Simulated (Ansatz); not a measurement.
Ansatz (a quantum-chemistry and plane-wave program) input:

Ansatz 0.2 input:
```yaml
crystal:
  lattice:
    - [2.9013897134, 0.0, 0.0]
    - [-1.4506948567, 2.5126771981, 0.0]
    - [0.0, 0.0, 4.5859014457]
  atoms:
    - { symbol: Ti, position: [0.3333333333, 0.6666666667, 0.25] }
    - { symbol: Ti, position: [0.6666666667, 0.3333333333, 0.75] }
kpoints:
  mp_grid: { grid: [16, 16, 9] }
hamiltonian:
  xc: pbesol
  pseudopotentials: { azcp: { folder: ./paw }, kind: paw }
scf:
  occupations: { method: fermi_dirac, width: 0.1 }
phonons:
  method: dfpt
  response_accuracy: low
  eigenvectors: true
  rigid_motions: translations
```

Output (shortened):

```
zone centre: on kpoints.mp_grid the ground state, and the responses unless they are solved on pairs of k-points, stand on 365 of the mesh's 2304 k-points, …
Pseudopotentials: kind: paw
Pseudopotential: Ti, paw, valence charge 12
Functional definition: PBEsol
Crystal: 2 atoms, lattice volume = 33.432 Å³
Basis set: ecut = 420 eV, 627 PW (Γ), exchange–correlation on 40×40×64 points (8 copies of the dense FFT grid, shifted against one another)
Bands: 16, of which v1, the nominal top of the filled ones, is band 12 counted from 1 (11 counted from 0)
Symmetry: 24 space group operations
k-points: 365 of 2304 (irreducible under 4 space group operations, time reversal used)
PAW frozen core: Ti, regenerated for the run's functional, and the local potential with it
Initial density: superposition of atomic densities (chi_scale 0.1, normalization cell)
Initial wavefunctions: pseudopotential atomic-orbital guess
Eigensolver: davidson
Functional: x = pbesol(κ = 0.804, μ = 0.12345679012345678), c = pbesol(β = 0.046)
SCF iter   1: F=—  HF=-4948.300135 eV  |F-HF|=—  |Δ(HF+E_count)|=         —  Δρ=6.39e-2  dr2=1.39e0  ethr=3.10e-3  ⟨swp⟩=4.4  Hψ=53069  notcnv=0  defer=25
all-band conjugate gradients solve this SCF's bands
automatic band count: the SCF goes on with 20 bands, as 16 were too few: they end inside the smearing window of the response
preconditioner: auto → none
SCF iter   2: F=—  HF=-4947.989425 eV  |F-HF|=—  |Δ(HF+E_count)|=   3.11e-1  Δρ=3.64e-2  dr2=4.78e-1  ethr=3.10e-3  ⟨swp⟩=2.0  Hψ=12416  notcnv=0  defer=133
SCF iter   3: F=—  HF=-4947.835293 eV  |F-HF|=—  |Δ(HF+E_count)|=   1.54e-1  Δρ=1.47e-3  dr2=3.65e-4  ethr=1.99e-3  ⟨swp⟩=2.8  Hψ=13201  notcnv=0  defer=133
SCF iter   4: F=—  HF=-4947.835350 eV  |F-HF|=—  |Δ(HF+E_count)|=   5.65e-5  Δρ=1.28e-4  dr2=3.36e-6  ethr=1.52e-6  ⟨swp⟩=2.3  Hψ=13202  notcnv=0  defer=123
SCF iter   5: F=—  HF=-4947.835355 eV  |F-HF|=—  |Δ(HF+E_count)|=   5.48e-6  Δρ=6.58e-5  dr2=9.99e-7  ethr=1.40e-8  ⟨swp⟩=2.0  Hψ=11651  notcnv=0  defer=123
SCF iter   6: F=—  HF=-4947.835354 eV  |F-HF|=—  |Δ(HF+E_count)|=   5.27e-7  Δρ=9.72e-6  dr2=1.57e-8  ethr=4.16e-9  ⟨swp⟩=2.9  Hψ=11477  notcnv=0  defer=123
SCF iter   7: F=—  HF=-4947.835354 eV  |F-HF|=—  |Δ(HF+E_count)|=   6.48e-9  Δρ=1.02e-6  dr2=2.47e-10  ethr=6.54e-11  ⟨swp⟩=3.0  Hψ=12234  notcnv=0  defer=123
SCF iter   8: F=-4947.835354 eV  HF=-4947.835354 eV  |F-HF|=9.09e-13  |Δ(HF+E_count)|=  1.11e-10  Δρ=4.00e-8  dr2=1.58e-13  ethr=1.00e-12  ⟨swp⟩=6.5  Hψ=26099  notcnv=0
SCF 1 converged in 8 iterations: F = -4947.835354 eV  dr2 = 1.58e-13
DFPT response loops at Γ: preconditioner auto → Kerker (q_TF=auto, 2.582 Å⁻¹) (partly filled bands, converged f_vac=0.000) …
SCF converged after 8 iterations
Free energy (F): -4947.835354 eV
Harris-Foulkes:  -4947.835354 eV  (|F-HF|=9.09e-13)
Internal energy: -4947.761687 eV  (E = F + TS)
E sigma→0 (E₀):  -4947.798521 eV
Entropy (-TS):   -0.073667 eV (-36.834 meV/atom)
Fermi energy:    13.750095 eV
--- Per-component energies (eV) ---
  E_band       = -302.061817
  E_kinetic    = 563.651657
  E_local      = -1704.768719  (includes V_loc(G=0)·N_el)
  E_nonlocal   = 123.888989
  E_hartree    = 676.665108
  E_xc         = -230.853825
  E_vxc        = -290.442118  (∫ρ·V_xc dr)
  E_paw        = -2034.793186  (= ΣΔE_a)
  E_vpaw       = -347.721676  (= ΣTr[D̂ρ^β])
  E_aug_tail   = -0.000162  (compensation charges beyond the density's cutoff)
  E_ewald      = -2341.830318
  E_core_change = 0.278769  (= ΣΔE_core)
  E_smearing   = -0.073667  (= −TS)
  E_closure    = 0.000000  (closes the sum)
  Σ components = -4947.835354   (vs F -4947.835354, Δ=0.00e0)
  [band-id]    e_kinetic+e_local+e_nonlocal+2·e_hartree+e_vxc+e_vpaw+e_augmentation_tail = -302.061813   (vs E_band -302.061817, Δ=4.05e-6)
--- Band table (eV; the first three rows and the last of 365) ---
  k-point 0: bands = ["-42.7392", "-42.5734", "-19.4983", "-18.7715", "-18.7715", "-18.6765", "-18.6550", "-18.6550", "7.5014", "10.9891", "14.5661", "14.5661", "14.6699", "14.7187", "15.1020", "15.1020", "15.4624", "15.4624", "17.1033", "17.1033"]
  k-point 1: bands = ["-42.7343", "-42.5785", "-19.4746", "-18.7680", "-18.7680", "-18.7024", "-18.6585", "-18.6585", "7.6098", "10.9449", "14.4781", "14.5105", "14.5105", "14.6569", "15.0400", "15.0400", "15.5900", "15.5900", "17.1119", "17.1119"]
  k-point 2: bands = ["-42.7201", "-42.5931", "-19.4058", "-18.7766", "-18.7579", "-18.7579", "-18.6687", "-18.6687", "7.9269", "10.7662", "14.0865", "14.4209", "14.4209", "14.4842", "14.8839", "14.8839", "15.8865", "15.8865", "17.1076", "17.1076"]
  k-point 364: bands = ["-42.5757", "-42.5662", "-19.3103", "-19.2931", "-19.0061", "-18.9760", "-18.8140", "-18.7865", "11.6767", "11.7794", "13.0369", "13.2967", "13.5689", "13.7636", "15.2188", "15.5743", "17.1836", "17.4875", "18.7015", "19.0080"]
  band table: 20 of 20 bands, residual norms ≤ 1.0e-3 eV
--- Phonons (Γ-DFPT): 2 representative perturbations + reference, on 365 of 2304 k-points (Σ response iterations 6) ---
  k mesh reduced under 4 symmetry operations, with k and −k counted as one. Each operation leaves every solved displacement unchanged or reverses it
  ASR residual: 5.229e-4 → 0.000e0 eV/Å²; symmetrization residual: 4.526e-13 eV/Å²
  ASR residual per site (eV/Å²): 5.23e-4 5.23e-4
  Γ frequencies (cm⁻¹): 0.00 0.00 0.00 118.93 118.93 204.05
  non-analytic LO–TO correction: not included (Born effective charges unavailable; polar crystals: no LO–TO splitting at Γ)
```

Cost: about 24 core-seconds (a rough figure) on shared cores.

Space group P6_3/mmc (hcp (Mg type)). The cell was relaxed with PBEsol under the symmetry of its start; of distortions, only those at the zone centre were tested. No spin polarisation was allowed. As this level gives no gap, phonon frequencies hold no LO–TO term and depend on the k-mesh and smearing (Fermi–Dirac, 0.1 eV here). Axis ratios of metals converge slowly with the k-mesh, so a and c are less sure than the volume.

Potentials: the earlier of the program's two PAW sets.

Ansatz is a plane-wave DFT program.
